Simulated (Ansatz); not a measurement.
Structures of Si3Te2: which is lowest?

Plane-wave DFT in Ansatz with scalar-relativistic PAW potentials, cutoff 420 eV, Γ-centred meshes chosen by cell and gap, Gaussian smearing with energies taken to zero width. Every cell was relaxed (cell and atoms) in a run of its own, within the symmetry of its start. Functional: PBE.

Relaxed structures (starts from databases or built by putting these elements on another compound's sites):
A. P-3m1, 5 atoms in the computed cell, a = 4.957 Å, c = 5.840 Å; sites (symmetry × multiplicity) Si -3m. × 1 + 3m. × 2, Te 3m. × 2; start: built
B. R-3m, 5 atoms in the computed cell, a = 3.928 Å, c = 24.998 Å; sites (symmetry × multiplicity) Si -3m × 3 + 3m × 6, Te 3m × 6; start: built

Problem. Rank them by energy. Could pressure change the order?

Solution.
| structure | group | E − E(lowest) (meV/atom) | V (Å³/atom) | gap on mesh (eV) |
| --- | --- | --- | --- | --- |
| B | R-3m | 0.0 | 22.26 | 0.00 |
| A | P-3m1 | 379 | 24.85 | 0.00 |

B is lowest, 379 meV/atom under A. The lowest is also the densest of these, so pressure wouldn't bring one of the others in at first order. Other structures may lie lower than all of these, and vibrations aren't counted.

Spin-orbit coupling is left out, which matters for the bands of heavy elements.